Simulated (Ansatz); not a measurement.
Space group Cmce (No. 64). a = 3.349 Å, b = 9.896 Å, c = 3.831 Å, α = 90.00°, β = 90.00°, γ = 90.00°
| atom | site | symmetry | x | y | z |
| --- | --- | --- | --- | --- | --- |
| P | 8f | m.. | 0.5000 | 0.6112 | 0.0570 |

Equation of state of this P structure (not necessarily the ground state), with shape and atoms relaxed at each volume where symmetry leaves them free. It has no gap at any of these volumes. These are results of DFT PBEsol+D3(BJ), scalar-relativistic, plane waves, PAW (Ansatz), not measurements.

Plane waves to 420 eV, a k mesh through Γ of 14×14×12 on the computed 4-atom cell and Gaussian smearing (0.10 eV); no spin polarisation.

```csv
V (Å³/atom),E − E(largest V) (meV/atom),P (GPa)
13.967,24.85,7.67
14.443,6.14,4.99
14.919,-5.48,2.95
15.395,-11.88,1.35
15.871,-13.88,-0.01
16.347,-12.32,-1.06
16.823,-7.98,-1.78
17.458,0.00,-2.39
```

Task: Fit a third-order Birch–Murnaghan equation to E(V).

Result: V0 = 15.88 Å³/atom, B0 = 37 GPa, B0' = 7.6.

Cost: 8 runs of about 9.3 core-minutes in all, on Intel Xeon 6975P-C (Granite Rapids) (shared hosts).